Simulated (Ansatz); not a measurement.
HfGe$_{2}$ in space group Cmcm (No. 63; Hf on 4c, Ge on 4c, Ge on 4c), PBE in the plane-wave PAW code Ansatz, all energies at zero smearing, with the estimated change up to a 700 eV cutoff added, with one set of potentials and settings (totals compare only within such a set). Cell of 6 atoms (2 Hf, 4 Ge): -48625.468 eV.

```json
[
 {"element": "Hf", "reference phase": "P6_3/mmc, 2 atoms in the cell", "E (eV/atom)": "-15721.3637"},
 {"element": "Ge", "reference phase": "Fd-3m, 2 atoms in the cell", "E (eV/atom)": "-4294.9847"}
]
```

Formation energy per atom, worked out: (-48625.468 − 2×(-15721.3637) − 4×(-4294.9847))/6 = -0.467 eV/atom (-45 kJ per mol of atoms), at 0 K, without zero-point energy or fitted corrections.

The workflow started from an entry of the Crystallography Open Database (COD). Whether it is the stable phase at ambient conditions was not checked. The cell was relaxed with PBE under the symmetry of its start; its stability against distortions is not shown here. The run is not spin-polarised. The references are the lowest solids computed at this level, not always the standard phases. Scalar-relativistic: spin–orbit coupling is off unless named, which matters more the heavier the elements.

Potentials: the later of the program's two PAW sets.
